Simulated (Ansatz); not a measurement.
BaZrO$_{3}$: energy along a strain

BaZrO$_{3}$, Pm-3m, a = 4.181 Å (as given, not relaxed at this level: 2.9 GPa). The structure is a COD entry; whether it is the stable form wasn't checked. Ansatz: r2SCAN, PAW, 500 eV, Γ-centred 6×6×6 mesh on 5 atoms, Gaussian smearing 0.05 eV; no spin polarisation. Cell vectors (Å): 4.181 0.000 0.000; 0.000 4.181 0.000; 0.000 0.000 4.181. The cell is strained by x per cent times the pattern (1 1 0 0 0 0) in the order xx yy zz yz xz xy (engineering shears), with fractional coordinates held. y is the free energy over the start, V0 = 14.623 Å³/atom. Points with a strain past 8.5 % were computed too (3) and aren't used here.

| x (%) | y (meV/atom) |
| --- | --- |
| -7.50 | ? |
| -5.00 | 142.97 |
| -2.50 | 39.83 |
| 0.00 | 0.00 |
| 2.50 | 9.69 |
| 5.00 | 57.89 |
| 7.50 | 135.82 |

Task: Fit y = c1 x + c2 x² + c3 x³ to the other rows, get the stiffness along the pattern, and predict the missing energy.

Result: Least squares on the rows shown. y = −5.4990 x + 4.0225 x² − 0.11711 x³. The clamped-ion stiffness p·C·p = 2 × 40.23 eV × 160.2 / 14.623 Å³ = 881 GPa (second derivative at the start, which stands under stress). At x = -7.50 the fit asked for gives 316.91 meV/atom. The run gave 326.64 meV/atom, so the fit is 9.73 meV/atom too low, 3 % of the span of the series, against an rms of 0.49 meV/atom on the fitted rows. The row lies outside the fitted range. With a term in x⁴ added, a fit to the same known rows predicts 325.59 meV/atom, so most of the miss is curvature that the known rows already hold.